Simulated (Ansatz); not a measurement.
LaHg (CsCl type)

```cif
data_HgLa
_chemical_formula_sum 'La1 Hg1'
_space_group_name_H-M_alt 'Pm-3m'
_space_group_IT_number 221
_space_group_name_Hall '-P 4 2 3'
_cell_length_a 3.83682
_cell_length_b 3.83682
_cell_length_c 3.83682
_cell_angle_alpha 90.000
_cell_angle_beta 90.000
_cell_angle_gamma 90.000
loop_
_atom_site_label
_atom_site_type_symbol
_atom_site_symmetry_multiplicity
_atom_site_Wyckoff_symbol
_atom_site_fract_x
_atom_site_fract_y
_atom_site_fract_z
_atom_site_occupancy
La1 La 1 b 0.50000 0.50000 0.50000 1
Hg1 Hg 1 a 0.00000 0.00000 0.00000 1
```

Equation-of-state scan: isotropic scaling of the cell above, V₀ being its volume. Symmetry pins the atoms to their sites.

Level of theory: PBEsol (plane waves to 420 eV, PAW, scalar-relativistic; Ansatz, a first-principles code). k mesh 12×12×12 (Γ-centred), Fermi-Dirac smearing 0.05 eV. The energy includes the smearing's −TS. LaHg is run without spin polarisation. LaHg was relaxed with its symmetry unable to fall. Spin-orbit coupling is left out, though Hg is heavy. ΔE is measured from the relaxed starting cell. The last digit holds for this mesh only.

```tsv
V (Å³/atom)	ΔE (meV/atom)
25.417	61.7
25.982	37.9
26.547	20.5
27.112	8.8
27.677	2.1
28.241	0.0
28.806	2.0
29.371	7.6
29.936	16.4
30.501	28.2
31.065	42.6
```

What is the fitted pressure derivative B₀′?

4.5.

What bulk modulus B₀ follows from a third-order Birch-Murnaghan fit?

57.6 GPa.

(Under strain, the slope of the energy per volume gives the stress and its curvature an elastic modulus.)
